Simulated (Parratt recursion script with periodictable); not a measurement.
**How the EUV peak of a Si/Rh multilayer on Si grows with the number of periods**

| layer, from the top | thickness (Å) | density (g/cm³) | rms roughness of its top face (Å) | δ at 13.5 nm | β at 13.5 nm |
|---|---|---|---|---|---|
| Si (in each period) | 41.2 | 2.313 | 4 | 9.927 × 10⁻⁴ | 0.001813 |
| Rh (in each period) | 27.4 | 12.398 | 4 | 0.1248 | 0.03117 |
| Si (substrate) | – | 2.313 | 4 | 9.927 × 10⁻⁴ | 0.001813 |

The refractive index is n = 1 − δ + iβ; the runs take δ and β at each wavelength of the scan. Vacuum lies above.

Densities are inputs, not measurements. They were set from computed cells of the Materials Project: Si from entry mp-149 (Fd-3m, 2.313 g/cm³); Rh from entry mp-74 (Fm-3m, 12.398 g/cm³). A layer's crystal structure does not enter its constants, only its composition and density.

Model: EUV and soft X-ray reflectivity, Parratt recursion, Névot-Croce roughness, Henke tables. Program: Parratt recursion script with periodictable 1.7.1.

Light falls at α = 6° from the surface normal. R is the mean of s and p polarisation. The wavelength is scanned from 12.42 to 14.58 nm in 161 evenly spaced points, without smoothing. The peak is the highest scan point; its wavelength and height come from a parabola through R at that point and its two neighbours.

The runs differ in the number of periods N alone.

| N | peak λ (nm) | peak R (%) |
|---|---|---|
| 5 | 13.237 | ? |
| 15 | 13.206 | 50.2 |
| 60 | 13.265 | 57.9 |
| 80 | 13.265 | 57.9 |

Estimate the peak reflectivity for N = 5, trying the form R = R∞ tanh²(aN).

Take R∞ from the largest stack, 57.9 % at N = 80. For the shown row under 97 % of it, y = artanh[(R/R∞)^½] is 1.667 at N = 15, so a = 0.111. This form gives tanh²y = 1.000 at N = 80, in keeping with the choice of R∞. At N = 5, y = 0.555 and R = 57.9 × tanh²y = 14.7 %.

The run gave 18.1 %, so the form misses by 3.4 points.
